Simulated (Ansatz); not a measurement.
Starting cell, TiAl (CuAu type, space group P4/mmm):

```xyz
4
Lattice="5.6485 0.0000 0.0000 0.0000 2.8243 0.0000 0.0000 0.0000 4.0708" Properties=species:S:1:pos:R:3 pbc="T T T"
Al     1.4121     1.4121     2.0354
Al     4.2364     1.4121     2.0354
Ti     0.0000     0.0000     0.0000
Ti     2.8243     0.0000     0.0000
```

Scan: atom 2 (Al, nearest neighbour Al at 2.824 Å; its periodic images, 2.8 Å or more away, move with it) is displaced along Cartesian z, direction (0.000, 0.000, 1.000) in Cartesian axes, by s. The other atoms stay.

Calculation: PBE (plane waves to 420 eV, PAW, scalar-relativistic; Ansatz, a program for electronic structure). k mesh 7×13×9 (Γ-centred), Fermi-Dirac smearing 0.05 eV. E stands for the smeared free energy. With partly filled bands, energies and forces of such displacements shift with the k mesh and the smearing. TiAl is run without spin polarisation. TiAl was relaxed with its symmetry unable to fall. The zero of ΔE is the undisplaced structure. The last digit holds for this mesh only.

| s (Å) | ΔE (meV/cell) |
|---|---|
| -0.560 | 1125.8 |
| -0.448 | 715.1 |
| -0.336 | 399.0 |
| -0.224 | 176.1 |
| -0.112 | 43.8 |
| 0.000 | 0.0 |
| 0.112 | 43.8 |
| 0.224 | 176.1 |
| 0.336 | 399.0 |
| 0.448 | 715.1 |
| 0.560 | 1125.8 |

**Question.** What force constant k = d²E/ds² at s = 0 does the table give?

**Answer.** 7.0 eV/Å². It is the second difference of the nearest points, corrected with the next pair.

**Question.** With k = 6.98 eV/Å² from the forces, is the well harmonic out to s = 0.560 Å?

**Answer.** ½ks² = 1094 meV/cell against the computed 1126 meV/cell, so the well is close to harmonic there.

(A displaced cell: forces are minus the slopes of the energy, force constants its curvatures, and phonons follow from these.)
